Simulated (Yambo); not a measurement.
Absorption of RbBH₄ (space group F-43m, No. 216) with and without the electron-hole interaction (Yambo, PBEsol bands; 6×6×6 mesh, 6 valence and 8 conduction bands, static screening with 76 bands and a 3 Ry block, scissor 3.05 eV, Tamm-Dancoff; field along x).

```
E (eV)  Im ε, BSE  Im ε, independent quasiparticles
------  ---------  --------------------------------
6.55         0.18                              0.03
6.65         0.20                              0.03
6.75         0.24                              0.03
6.85         0.29                              0.03
6.95         0.35                              0.03
7.05         0.43                              0.04
7.15         0.55                              0.04
7.25         0.74                              0.04
7.35         1.02                              0.04
7.45         1.52                              0.05
7.55         2.46                              0.05
7.65         4.42                              0.05
7.75         8.38                              0.06
7.85         11.4                              0.06
7.95         7.60                              0.07
8.05         4.25                              0.08
8.15         2.84                              0.08
8.25         2.09                              0.09
8.35         1.57                              0.11
8.45         1.46                              0.12
8.55         1.57                              0.14
8.65         1.65                              0.17
8.75         1.63                              0.21
8.85         1.45                              0.27
8.95         1.43                              0.38
9.05         1.21                              0.55
9.15         1.14                              0.73
9.25         1.13                              0.91
9.35         1.14                              1.06
9.45         1.03                              1.43
9.55         1.06                              1.67
9.65         1.17                              1.87
9.75         1.26                              2.30
9.85         1.25                              2.55
9.95         1.16                              2.49
10.05        1.27                              2.17
10.15        1.27                              2.06
10.25        1.37                              2.38
10.35        1.32                              2.97
10.45        1.39                              3.37
10.55        1.37                              3.45
10.65        1.16                              3.23
10.75        1.14                              2.71
10.85        1.07                              2.62
10.95        1.25                              2.63
11.05        1.55                              2.77
11.15        1.61                              3.20
11.25        1.35                              3.22
11.35        1.12                              2.70
11.45        1.22                              2.27
11.55        1.23                              2.03
11.65        1.16                              1.75
11.75        0.93                              1.63
11.85        0.85                              1.76
11.95        0.84                              1.90
12.05        0.83                              1.99
```

The scissor comes from a G0W0 run whose convergence isn't established. Broadening 0.15 eV. The band window holds all transitions up to 12.1 eV. Fine structure above the onset can come from the mesh.

Geometry of the Materials Project entry, not relaxed at this level; primitive cell a = b = c = 4.8836 Å, α = β = γ = 60.00°.

The structure is a Materials Project entry; no match was found in the copy of COD used, and its stability was not checked.
